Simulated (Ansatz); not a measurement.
Fields on a plane of C (diamond)

```yaml
crystal:
  lattice:
    - [0.00000, 1.78581, 1.78581]
    - [1.78581, 0.00000, 1.78581]
    - [1.78581, 1.78581, 0.00000]
  atoms:
    - { symbol: C, position: [0.50000, 0.50000, 0.50000] }
    - { symbol: C, position: [0.75000, 0.75000, 0.75000] }
```

The slice is a {110} plane (indices of the conventional cell) through the point (0.750, 0.750, 0.750) (fractional), spanned by u = [100] and v = [1 -1 -1] in vectors of this cell: u (2.53 Å) and v (3.57 Å, at 90° to u). It covers one period; positions are fractions (u, v).

Atoms on it: C at (0.50, 0.25); C at (0.00, 0.00).

The numbers are results of PBE (plane waves to 420 eV, PAW, scalar-relativistic; Ansatz, a quantum-chemistry and plane-wave program), not measurements. k mesh 16×16×16. Near the nuclei the fields are pseudised (PAW); where an atom keeps semicore shells as valence, they peak there. C was relaxed with its symmetry unable to fall. The PAW data are Ansatz's earlier set.

```
|xxxxxx::==********++==----==++********==::xxxx|
|xxxx..--==++++++==--::::::::--==++++++==--..xx|
|::----==++++++==--::........::--==++++++==----|
|++++++++++++==--::..        ..::--==++++++++++|
|********++==--::..            ..::--==++******|
|******++++==::....            ....::==++++****|
|****++++==--::..                ..::--==++++**|
|++====--::::..                    ..::::--====|
|------::....                        ....::----|
|::::......                            ......::|
|....                                        ..|
|                                              |
|                    ........                  |
|                ......::::......              |
|              ..::::--------::::..            |
|            ..::--====++++====--::..          |
|          ..::--==++++****++++==--::..        |
|        ..::--==++************++==--::..      |
|      ..::--==++++************++++==--::..    |
|    ....::====++++++++++++++++++++====::....  |
|......::--==++++====--::::--====++++==--::....|
|::::--==++++++++==::xxxxxxxx::==++++++++==--::|
|----==++******++--xxxxxxxxxxxx--++******++==--|
|++++**####%%##**==xxxxxxxxxxxx==**##%%####**++|
|****##%%%%@@%%%%++xxxxxxxxxxxx++%%%%@@%%%%##**|
|**##%%%%@@@@@@@@##==xxxxxxxx==##@@@@@@@@%%%%##|
|****%%@@@@@@@@@@%%##==----==**%%@@@@@@@@@@%%**|
|++++##%%@@@@@@@@@@%%**++++**%%@@@@@@@@@@%%##++|
|::--++%%@@@@@@@@@@%%##****##%%@@@@@@@@@@%%++--|
|xxxx--**%%@@@@@@@@%%##****##%%@@@@@@@@%%**--xx|
|xxxxxx==##%%@@%%%%##********##%%%%@@%%##==xxxx|
|xxxxxx--++##%%%%##**++++++++**##%%%%##++--xxxx|
```
Scale: ten equal steps from 0.02 (start of ' ') to 0.95 (end of '@'), in the order ' .:-=+*#%@'. Values: electron localisation function (ELF). The map has 23 points along u (two characters each, u = 0 at the left) and 32 along v (v = 0 in the bottom row). Points within 0.3 Å of a nucleus are blanked (x), as the pseudised field means little there.

| v \ u | 0.00 | 0.13 | 0.26 | 0.39 | 0.52 | 0.65 | 0.78 | 0.91 |
|---|---|---|---|---|---|---|---|---|
| 0.94 | x | x | <3.0 | 9.0 | 10.3 | 7.5 | x | x |
| 0.84 | x | <3.0 | 6.8 | 10.8 | 11.6 | 9.9 | 3.6 | x |
| 0.75 | 7.3 | 8.5 | 10.6 | 11.7 | 11.9 | 11.4 | 10.0 | 7.9 |
| 0.66 | 10.9 | 11.2 | 11.6 | 11.6 | 11.6 | 11.7 | 11.5 | 11.1 |
| 0.56 | 11.7 | 11.7 | 11.4 | 10.6 | 10.3 | 10.9 | 11.5 | 11.7 |
| 0.47 | 11.8 | 11.3 | 9.2 | 5.7 | 3.8 | 6.9 | 10.1 | 11.6 |
| 0.38 | 11.3 | 9.8 | <3.0 | x | x | x | 6.1 | 10.7 |
| 0.28 | 9.2 | 7.4 | <3.0 | x | x | x | <3.0 | 8.6 |
| 0.19 | <3.0 | <3.0 | <3.0 | x | x | x | <3.0 | <3.0 |
| 0.09 | x | x | <3.0 | <3.0 | x | <3.0 | <3.0 | x |
| 0.00 | x | x | <3.0 | 6.7 | 7.4 | 5.6 | x | x |

Values: electrostatic potential energy of an electron, from the cell's mean, in eV. Points within 0.6 Å of a nucleus are blanked (x), as the pseudised field means little there. Values under 3 eV are set to 3. The zero, the cell's mean, hangs on the PAW cores.

Density on the C–C line (1.55 Å) at its midpoint: 1.62 e/Å³
ELF at that point: 0.9
ELF maximum in the middle third of the C–C line: 0.95, 0.8 Å from C
Character of the C–C contact (rough rule: ELF there above 0.7 covalent, below 0.2 ionic, polar between): shared-electron (covalent)
